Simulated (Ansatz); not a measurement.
Given:

W:
```
CELL_PARAMETERS angstrom
      0.00000     2.87820     2.87820
      2.87820     0.00000     2.87820
      2.87820     2.87820     0.00000
ATOMIC_POSITIONS crystal
  W  0.00000 0.00000 0.00000
  W  0.25000 0.25000 0.25000
```

This is the PBEsol-relaxed structure.

### Question
All from PBEsol (plane waves, PAW; program Ansatz), unless another level is named. Give the density of states at the Fermi level.

### Answer
1.5 states/eV per atom (mean over ±0.08 eV).

### Question
Next, the gap with spin–orbit coupling?

### Answer
none (metallic).

Space group Fd-3m (diamond). The start of the workflow was typed in or built on a structure type; neither database checked (COD, Materials Project) lists it. It is not the phase usual at ambient conditions (space group No. 229). Symmetry was held in the PBEsol relaxation. At this level the phase is mechanically unstable. The run is not spin-polarised. Scalar-relativistic: spin–orbit coupling is off unless named, which matters more the heavier the elements.

Potentials: the later of the program's two PAW sets.
